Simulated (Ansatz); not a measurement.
A geometry of Zr away from equilibrium: the start of the relaxation of a relaxed Zr cell displaced along its unstable phonon at q = (½, 0, 0) of its primitive reciprocal cell (101i cm⁻¹), largest move 0.15 Å. These are PBEsol (plane waves to 420 eV, PAW, scalar-relativistic; Ansatz, a first-principles code) values and carry that method's errors. Γ-centred k-mesh 6×11×11 on the run's cell (coarser than for final values), Fermi–Dirac smearing 0.05 eV.

```xyz
2
Lattice="5.7268 0.0000 0.0000 0.0000 2.8634 0.0000 0.0000 0.0000 2.8634" Properties=species:S:1:pos:R:3:forces:R:3 pbc="T T T" free_energy=-8255.663 pressure_GPa=-0.4
Zr     0.0000     0.0000    -0.1500    0.0000    0.0000   -0.5006
Zr     2.8634     0.0000     0.1500    0.0000    0.0000    0.5006
```

Positions in Å, forces in eV/Å, free energy of the cell in eV (comparable only within this code, potentials and settings). Largest force: 0.50 eV/Å, on Zr1, Zr2 (atoms numbered as listed); the geometry lies 0.48 eV/atom above the end of its relaxation.

No spin polarisation in the result.

The run could not lose the symmetry of its start, so the end can be a saddle point.

The end of the path is a generated cell of Zr: the first start was made by placing the elements on the sites of a structure type, and the end was not matched to a known phase here, so it may be hypothetical. Known forms of Zr include space group No. 194.
